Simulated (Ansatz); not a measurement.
Values for one crystal, relaxed and computed with PBEsol (plane waves, PAW; program Ansatz); other levels are named.

| Item | Value |
|---|---|
| Volume per atom | 10.95 Å³ |
| Electronic character | metallic (no gap) |
| Mechanical stability | stable (all eigenvalues of C positive) |
| Elastic constants (relaxed ions, GPa) | C11 = 321, C12 = 168, C44 = 121 |
| Gap with spin–orbit coupling | none (metallic) |
| Formation energy from the elements (no fitted shifts) | -33 kJ/mol of atoms |
| Hill bulk and shear moduli | 219 and 101 GPa |

### Question
Pick the material that matches.
A. CsSnBr3, cubic perovskite
B. CdO, rock salt
C. Ni3Ge, Cu3Au type
D. InSb, P-6m2 (In on 1a, Sb on 1f)

### Answer
C, Ni3Ge, Cu3Au type

Space group Pm-3m (Cu3Au type). The workflow started from a Materials Project entry (that database holds measured and hypothetical structures alike); the Crystallography Open Database copy checked does not list it. Its standing as an ambient phase is unchecked. The PBEsol relaxation kept the symmetry of its start; of distortions, only those at the zone centre were tested. No spin polarisation was allowed. As this level gives no gap, shear constants depend on the k-mesh and smearing (Fermi–Dirac, 0.1 eV here). The references are the lowest solids computed at this level, not always the standard phases. Scalar-relativistic: spin–orbit coupling is off unless named, which matters more the heavier the elements.

Potentials: the later of the program's two PAW sets.
